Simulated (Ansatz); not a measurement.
Here is the system:

LaGa2Ni:
```cif
data_Ga8La4Ni4
_chemical_formula_sum 'La4 Ga8 Ni4'
_space_group_name_H-M_alt 'Cmmm'
_space_group_IT_number 65
_space_group_name_Hall '-C 2 2'
_cell_length_a 4.23413
_cell_length_b 17.56286
_cell_length_c 4.24859
_cell_angle_alpha 90.000
_cell_angle_beta 90.000
_cell_angle_gamma 90.000
loop_
_atom_site_label
_atom_site_type_symbol
_atom_site_symmetry_multiplicity
_atom_site_Wyckoff_symbol
_atom_site_fract_x
_atom_site_fract_y
_atom_site_fract_z
_atom_site_occupancy
La1 La 4 i 0.00000 0.14131 0.00000 1
Ga1 Ga 2 b 0.00000 0.50000 0.00000 1
Ga2 Ga 2 d 0.50000 0.50000 0.50000 1
Ga3 Ga 4 j 0.50000 0.20934 0.50000 1
Ni1 Ni 4 j 0.50000 0.07115 0.50000 1
```
(The calculation used a cell of 8 atoms; values per cell refer to that cell.)

This is the r²SCAN-relaxed structure.

Problem. All from DFT-r²SCAN in the program Ansatz with PAW potentials, unless another level is named. Estimate the formation energy from the elements (no fitted shifts).

Solution. -0.67 eV/atom.

Problem. Predict the density of states at the Fermi level.

Solution. 0.64 states/eV per atom (mean over ±0.08 eV).

The first step of the workflow began from a Materials Project structure, measured or hypothetical; the Crystallography Open Database copy checked does not list it. Its standing as an ambient phase is unchecked. Symmetry was held in the r²SCAN relaxation; whether a distortion lowers the energy is not shown. No spin polarisation was allowed. The references are the lowest solids computed at this level, not always the standard phases. Spin–orbit coupling is left out wherever it is not named.

Potentials: the earlier of the program's two PAW sets.
